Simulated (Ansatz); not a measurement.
## Cs3HSe2O8: 17O NMR of the central transition

Cell: a Materials Project structure (computed, not necessarily an observed phase), atoms as given.

Space group Cm (No. 8); a = 11.1341, b = 6.5278, c = 8.6716 Å, β = 111.97°.

```
site  Wyckoff  site symmetry       x       y       z
 Cs1       2a              m  0.9992  0.0000  0.9955
 Cs2       2a              m  0.8026  0.0000  0.3924
 Cs3       2a              m  0.1983  0.0000  0.6114
   H       2a              m  0.4805  0.0000  0.0025
 Se5       2a              m  0.5727  0.0000  0.7683
 Se6       2a              m  0.4289  0.0000  0.2380
  O7       2a              m  0.6029  0.0000  0.9774
  O8       2a              m  0.3900  0.0000  0.0204
  O9       4b              1  0.5146  0.2121  0.3072
 O11       4b              1  0.4860  0.7886  0.6894
 O13       2a              m  0.7118  0.0000  0.7381
 O14       2a              m  0.2869  0.0000  0.2578
```

One atom of each set is listed; the run and its k-mesh use a cell of 14 atoms with edges of 6.45, 6.45, 8.67 Å.

Method: Kohn–Sham DFT in Ansatz, PBE, plane waves and PAW, scalar-relativistic, 420 eV cutoff, Γ-centred 4×4×3 k-points, Fermi–Dirac smearing 0.02 eV.

17O has I = 5/2 and Q = -25.58 mb (Pyykkö 2018); at 11.7 T its Larmor frequency is ν₀ = 67.6 MHz. Only the quadrupole interaction is simulated: positions count from each site's isotropic chemical shift, and J coupling is left out, as are shift anisotropy and dipolar coupling, which fast spinning averages.

**Question.** Simulate the second-order pattern (fast magic-angle spinning, Gaussian broadening 1 kHz) of site O14 (1 Se at 1.65 Å; also 1 Cs at 3.16 Å).

**Answer.** The calculation gives C_Q = -11.3 MHz and η = 0.04, so ν_Q = 1.69 MHz and the centre of gravity lies at -168 ppm (-11.3 kHz).

(offset (kHz), height): (-29.47, 0), (-28.59, 1), (-27.71, 5), (-26.83, 5), (-25.95, 6), (-25.07, 6), (-24.19, 6), (-23.31, 6), (-22.43, 6), (-21.55, 6), (-20.67, 7), (-19.79, 7), (-18.91, 10), (-18.03, 49), (-17.15, 84), (-16.27, 60), (-15.39, 48), (-14.51, 43), (-13.63, 41), (-12.75, 39), (-11.87, 39), (-10.99, 39), (-10.11, 40), (-9.23, 41), (-8.35, 44), (-7.47, 47), (-6.59, 54), (-5.71, 67), (-4.83, 100), (-3.95, 81), (-3.07, 11), (-2.19, 0)

At O14 V_zz points along its bond to Se (within 1°).

The largest force is 0.3 eV/Å, so the atoms aren't at the calculated equilibrium and relaxing them would move these values.
